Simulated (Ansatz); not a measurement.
# BeZn2Se3: rattling a relaxed structure

The structure comes from a generated guess, relaxed at this level; another structure or a mixture of phases may lie lower.

Level of theory: DFT PBE, scalar-relativistic, plane waves, PAW in Ansatz. Settings: cutoff 420 eV, Γ-centred mesh 6×6×4 on the computed 12-atom cell, Gaussian smearing of 0.02 eV; no spin polarisation.

The cell below (12 atoms, space group P31m (No. 157)) is relaxed within its symmetry.

```
CELL_PARAMETERS angstrom
6.77294 0.00000 0.00000
-3.38647 5.86554 0.00000
0.00000 0.00000 6.44660
ATOMIC_POSITIONS crystal
Be 0.66667 0.33333 0.49962
Be 0.33333 0.66667 0.49962
Zn 0.34155 0.34155 0.00333
Zn 0.00000 0.65845 0.00333
Zn 0.65845 0.00000 0.00333
Zn 0.00000 0.00000 0.49944
Se 0.35784 0.35784 0.38679
Se 0.00000 0.64216 0.38679
Se 0.64216 0.00000 0.38679
Se 0.66667 0.33333 0.84885
Se 0.33333 0.66667 0.84885
Se 0.00000 0.00000 0.88329
```

For the test it was strained at random (σ = 1.5 % a component), the atoms were moved at random (σ = 0.15 Å), and all was relaxed again on a coarse 2×3×3 mesh (in the run’s order of axes) with 0.10 eV smearing, with no symmetry imposed.

Question: What happens?

Answer: It returns, within 1 meV/atom of the unmoved cell on that mesh and with the same symmetry when read at 0.1 Å. No instability shows in this cell; modes of other wave vectors, which need another repeat, aren't tested.
